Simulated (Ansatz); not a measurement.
**From three elastic constants to directional properties of Na3SI**

Computed with DFT PBE, scalar-relativistic, plane waves, PAW (Ansatz). Plane waves to 420 eV; Γ-centred k mesh 4×4×4; fixed occupations. No spin polarisation.

The cell is fixed (symmetry leaves no force on the atoms) and stands under 0.2 GPa:
```
I S Na
1.0
     5.30490    0.00000    0.00000
     0.00000    5.30490    0.00000
     0.00000    0.00000    5.30490
I S Na
1 1 3
Cartesian
  0.0000 0.0000 0.0000
  2.6524 2.6524 2.6524
  2.6524 2.6524 0.0000
  2.6524 0.0000 2.6524
  0.0000 2.6524 2.6524
```

The cell is the ideal cubic antiperovskite prototype; whether it is the stable structure of this composition wasn't checked.

With ions relaxed, on the cubic axes: C11 = 45.5, C12 = 7.2, C44 = 8.4 GPa. The density is 2.535 g/cm³. Zone-centre modes weren't checked beside this run.

Question: Is the crystal stable against strain, and how anisotropic is it?

Answer: Born's conditions hold: C11 + 2C12 = 60.0, C11 − C12 = 38.2 and C44 = 8.4 GPa are all positive. B = (C11 + 2C12)/3 = 20.0 GPa. The two shear moduli are C44 and C′ = (C11 − C12)/2 = 19.1 GPa, so Zener's ratio is A = C44/C′ = 0.44: the shear C44 is the soft one, as in NaCl, KCl, the halide perovskites and the bcc metals V, Nb, Cr and Mo. The Cauchy pressure C12 − C44 is -1.2 GPa; it would vanish for pair forces between atoms on inversion centres at zero pressure, and a negative value is usual with directional bonding, though many-body forces give one in some ionic oxides too.

Question: Give the sound speeds along the three symmetry directions.

Answer: The Christoffel equation gives ρv² for each branch:
```csv
direction,branch,ρv²,GPa,v (m/s)
[100],L,C11,45.5,4234
[100],T (×2),C44,8.4,1823
[110],L,(C11 + C12 + 2C44)/2,34.8,3704
[110],"T, u ∥ [001]",C44,8.4,1823
[110],"T, u ∥ [1-10]",(C11 − C12)/2,19.1,2745
[111],L,(C11 + 2C12 + 4C44)/3,31.2,3510
[111],T (×2),(C11 − C12 + C44)/3,15.5,2476
```

Question: How does Young's modulus depend on direction?

Answer: Inverting gives S11 = 23.007, S12 = -3.164, S44 = 118.624 TPa⁻¹. Along a unit vector (l, m, n), 1/E = S11 − 2(S11 − S12 − S44/2)(l²m² + m²n² + n²l²), where the last bracket is 0, 1/4 and 1/3 for [100], [110] and [111]: E = 43, 25 and 22 GPa. With A < 1 the cube edge is stiffest. For a film on (001), the biaxial modulus is C11 + C12 − 2C12²/C11 = 50 GPa and the normal strain is −2C12/C11 = -0.32 times the in-plane one.